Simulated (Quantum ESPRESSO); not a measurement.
# One change at a time to AlMo2Sc2Ta3

These are calculations, not measurements. They come from Quantum ESPRESSO 7.5, a public plane-wave density functional program. Each row is one single-point run on a made-up periodic cell of eight metal atoms, with elements, volume, strain and displacements drawn at random and not relaxed, so a cell may be unstable or far from any real phase. There is no spin polarisation or spin-orbit coupling.

Settings: PBE unless stated; PseudoDojo standard norm-conserving files; Fermi-Dirac width 0.25 eV, which means electrons at about 2900 K; cutoff 1088 eV; 5 x 5 x 5 k mesh shifted half a step off Gamma. E is the free energy of the whole cell (internal energy minus TS), so a -TS column is already part of it. Stress is positive in tension, and the pressure P is minus a third of its trace.

Checks: one run of this series was repeated at a higher cutoff and on a denser mesh, which moved values by no more than 0.002 eV, 0.02 GPa and 0.003 eV/Å, and a second program with other atomic files agreed on it to 2 % rms in force and 0.5 GPa in pressure. Known limits: the tin pseudopotential is less sure than most, with forces differing by about three percent from a second method on plain tin; heavy elements are run without spin-orbit coupling, which real alloys of them have; a spin test at this wide smearing found no moment, but such smearing suppresses magnetism that the real alloy may have.

The lattice is face-centred cubic, and the cell vectors in Å are (2.141, 4.282, 2.141); (0.000, 4.282, -4.282); (-4.282, 4.282, 0.000), a volume of 157.08 Å³ in run 1. The elements on sites 1 to 8 are Ta Ta Sc Mo Mo Al Ta Sc. Each later run makes one change to run 1 and keeps the rest. E is counted from run 1, and is n/a where other atomic files have another zero of energy.

| run | change | V (Å³) | P (GPa) | -TS (eV) | rms force (eV/Å) | largest change of a force component (eV/Å) | E (eV) |
|---|---|---|---|---|---|---|---|
| 1 | none | 157.08 | -8.80 | -1.924 | 0.363 | 0.000 | 0.000 |
| 2 | sites 4 and 6 exchanged | 157.08 | -8.71 | -1.925 | 0.404 | 0.439 | 0.039 |
| 3 | all lengths scaled by -0.64 % | 154.08 | -6.65 | -1.886 | 0.371 | 0.033 | ? |
| 4 | LDA in place of PBE | 157.08 | -16.88 | -1.960 | 0.353 | 0.081 | n/a |
| 5 | Sn on site 4 | 157.08 | -3.95 | -1.617 | 0.431 | 0.666 | n/a |
| 6 | site 3 moved by +0.07 Å along y | 157.08 | -8.81 | -1.924 | 0.367 | 0.410 | -0.016 |

## Worked estimate

Along a uniform scaling dE = -P dV. The mean of the two pressures is -7.725 GPa and the volume changes by -3.00 Å³, with 160.2 GPa to one eV/Å³. The same two rows give -V dP/dV = 111 GPa for this cell with clamped atoms, which is not the bulk modulus of a real alloy.

## Withheld value

Question: what E should run 3 give?

The estimate is -0.145 eV. The calculation gave -0.144 eV.
